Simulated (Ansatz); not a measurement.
**TlSi2 (R3m)**

Level of theory: DFT PBE, scalar-relativistic, plane waves, PAW in Ansatz.

Cutoff 420 eV; k points 12×12×12 on the computed 3-atom cell (Γ-centred); Gaussian smearing, width 0.10 eV; no spin polarisation.

The structure is relaxed at this level of theory with its symmetry kept, and needn't be the ground state of this composition.

Space group R3m (No. 160), trigonal, a = 3.822 Å, c = 17.441 Å. Tl is surrounded by 7 Si at 3.31–3.35 Å, 6 Tl at 3.82 Å and 3 Si at 3.96 Å; Si on its first site is surrounded by 3 Si at 2.34 Å and 4 Tl at 3.31–3.33 Å; Si on its second site has 3 Si at 2.34 Å, 3 Tl at 3.35 Å, 6 Si at 3.82 Å and 3 Tl at 3.96 Å.

- Volume per atom: 24.52 Å³
- Formation energy from the elements' standard states (uncorrected): +0.238 eV/atom
- Kohn–Sham band gap: none (metal)
- Density of states at the Fermi level: 0.7 states/eV per cell
- Orbital (Löwdin) character within 0.5 eV of the Fermi level: Si 3p 54 %, Tl 6p 30 %, Si 3s 8 %
- Bader charge by site (e): Tl (1 in the cell) 0.25, Si (1 in the cell) -0.13, Si (1 in the cell) -0.12

Spin-orbit coupling is left out, which matters for the bands of heavy elements.

The cell was found from a structure generator's guess, not taken from experiment. Löwdin shares on free-atom orbitals overweight diffuse shells.
